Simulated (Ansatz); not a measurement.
SiO2:
```yaml
crystal:
  lattice:
    - [4.15495, 0.00000, 0.00000]
    - [0.00000, 4.15495, 0.00000]
    - [0.00000, 0.00000, 2.66142]
  atoms:
    - { symbol: Si, position: [0.00000, 0.00000, 0.00000] }
    - { symbol: Si, position: [0.50000, 0.50000, 0.50000] }
    - { symbol: O, position: [0.30559, 0.30559, 0.00000] }
    - { symbol: O, position: [0.80559, 0.19441, 0.50000] }
    - { symbol: O, position: [0.19441, 0.80559, 0.50000] }
    - { symbol: O, position: [0.69441, 0.69441, 0.00000] }
```

Relaxed with LDA.

Give the optical modes at the zone centre with their infrared and Raman activity from DFPT, the program Ansatz at the LDA level (PAW).

Transverse frequencies, without the LO–TO term; a row sums one degenerate level.

| ω (cm⁻¹) | degeneracy | IR ((D/Å)²/amu) | Raman (Å⁴/amu) | activity | symmetry |
|---|---|---|---|---|---|
| 218 | 1 | 0.00 | 0.13 | Raman | B1g |
| 383 | 1 | 0.00 | 0 | silent | B1u |
| 465 | 2 | 56.80 | 0 | IR | Eu |
| 583 | 2 | 0.00 | 0.20 | Raman | Eg |
| 585 | 2 | 11.13 | 0 | IR | Eu |
| 589 | 1 | 0.00 | 0 | silent | A2g |
| 657 | 1 | 50.99 | 0 | IR | A2u |
| 753 | 1 | 0.00 | 4.2 | Raman | A1g |
| 757 | 1 | 0.00 | 0 | silent | B1u |
| 822 | 2 | 25.61 | 0 | IR | Eu |
| 946 | 1 | 0.00 | 0.41 | Raman | B2g |

How high does the top mode go among those that the LO–TO term moves?

1037 cm⁻¹ for q along x, 1037 cm⁻¹ for q along y, 1048 cm⁻¹ for q along z.

Space group P4_2/mnm (rutile). This is a known high-pressure phase of the composition, computed here at zero pressure and temperature. Symmetry was held in the LDA relaxation; phonons on a q-mesh show no instability.

Potentials: the later of the program's two PAW sets.
